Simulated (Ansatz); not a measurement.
Eigenvalues along a path: Mg (dhcp type)

```xyz
4
Lattice="3.1960 0.0000 0.0000 -1.5980 2.7678 0.0000 0.0000 0.0000 10.3952" Properties=species:S:1:pos:R:3 pbc="T T T"
Mg    0.0000    0.0000    0.0000
Mg    0.0000    0.0000    5.1976
Mg    0.0000    1.8452    2.5988
Mg    1.5980    0.9226    7.7964
```

The cell comes from a relaxation on PAW files under the same functional, begun from a prototype that needn't be the stable phase.

Level of theory: DFT with PBE, scalar-relativistic, in Ansatz 0.2.0; a Γ-centred 11×11×3 k mesh, Fermi–Dirac smearing of 0.08 eV, no spin polarisation. LAPW: all electrons, basis error target 1 meV/atom.

Path points, in fractions of the reciprocal vectors: Γ (0.000, 0.000, 0.000), M (0.500, 0.000, 0.000), K (0.333, 0.333, 0.000), A (0.000, 0.000, 0.500), L (0.500, 0.000, 0.500), H (0.333, 0.333, 0.500). Levels in eV from the Fermi level; bands 17 to 22, counted from the lowest band of the run. The gap is zero, the pressure -0.01 GPa.

```
# k(1/Å) point b17 b18 b19 b20 b21 b22
0.000 Γ -6.91 -5.53 -5.52 -1.68 -1.25 5.00
0.162 - -6.81 -5.43 -5.42 -1.58 -1.15 5.08
0.324 - -6.51 -5.13 -5.13 -1.31 -0.86 5.26
0.486 - -6.01 -4.64 -4.64 -0.85 -0.38 4.62
0.649 - -5.32 -3.95 -3.95 -0.21 0.24 2.83
0.811 - -4.43 -3.08 -3.08 0.57 0.61 1.51
0.973 - -3.36 -2.04 -2.03 -0.71 0.64 0.67
1.135 M -2.12 -2.11 -1.05 -1.04 -0.50 -0.47
1.229 - -2.09 -2.08 -1.02 -1.01 -0.47 -0.44
1.322 - -1.99 -1.99 -0.93 -0.92 -0.37 -0.35
1.416 - -1.84 -1.83 -0.78 -0.77 -0.21 -0.19
1.510 - -1.62 -1.61 -0.57 -0.56 0.01 0.02
1.603 - -1.33 -1.32 -0.30 -0.29 0.28 0.29
1.697 - -0.99 -0.98 0.00 0.04 0.27 0.52
1.790 K -0.59 -0.59 -0.57 0.22 0.43 0.43
1.978 - -2.21 -0.93 -0.91 0.37 0.43 1.39
2.165 - -3.62 -2.29 -2.28 1.19 1.36 1.66
2.352 - -4.79 -3.44 -3.43 0.28 0.69 3.12
2.539 - -5.71 -4.34 -4.34 -0.58 -0.10 4.71
2.727 - -6.38 -5.00 -5.00 -1.19 -0.73 5.33
2.914 - -6.78 -5.39 -5.39 -1.55 -1.12 5.10
3.101 Γ -6.91 -5.53 -5.52 -1.68 -1.25 5.00
3.144 - -6.91 -5.72 -5.32 -1.89 -1.02 4.47
3.187 - -6.89 -5.89 -5.10 -2.23 -0.65 3.95
3.231 - -6.85 -6.05 -4.87 -2.56 -0.25 3.44
3.274 - -6.80 -6.20 -4.63 -2.89 0.17 2.94
3.317 - -6.74 -6.34 -4.37 -3.21 0.60 2.45
3.360 - -6.66 -6.46 -4.10 -3.52 1.04 1.97
3.403 A -6.57 -6.57 -3.82 -3.82 1.50 1.50
3.565 - -6.46 -6.46 -3.72 -3.72 1.59 1.59
3.728 - -6.16 -6.16 -3.43 -3.43 1.86 1.86
3.890 - -5.67 -5.67 -2.95 -2.95 2.28 2.28
4.052 - -4.97 -4.97 -2.28 -2.28 2.57 2.57
4.214 - -4.09 -4.09 -1.44 -1.44 1.26 1.26
4.376 - -3.03 -3.03 -0.65 -0.65 -0.06 -0.06
4.538 L -1.84 -1.84 -1.74 -1.74 0.68 0.68
4.632 - -1.81 -1.81 -1.71 -1.71 0.71 0.71
4.726 - -1.72 -1.72 -1.61 -1.61 0.80 0.80
4.819 - -1.56 -1.56 -1.45 -1.45 0.95 0.95
4.913 - -1.34 -1.34 -1.23 -1.23 1.14 1.14
5.006 - -1.07 -1.07 -0.95 -0.95 1.23 1.23
5.100 - -0.73 -0.73 -0.61 -0.61 0.57 0.57
5.194 H -0.37 -0.37 -0.28 -0.28 -0.16 -0.16
5.381 - -1.88 -1.88 0.35 0.35 0.71 0.71
5.568 - -3.28 -3.28 -0.67 -0.67 1.93 1.93
5.755 - -4.45 -4.45 -1.77 -1.77 2.94 2.94
5.943 - -5.37 -5.37 -2.66 -2.66 2.52 2.52
6.130 - -6.03 -6.03 -3.30 -3.30 1.97 1.97
6.317 - -6.43 -6.43 -3.69 -3.69 1.62 1.62
6.504 A -6.57 -6.57 -3.82 -3.82 1.50 1.50
```
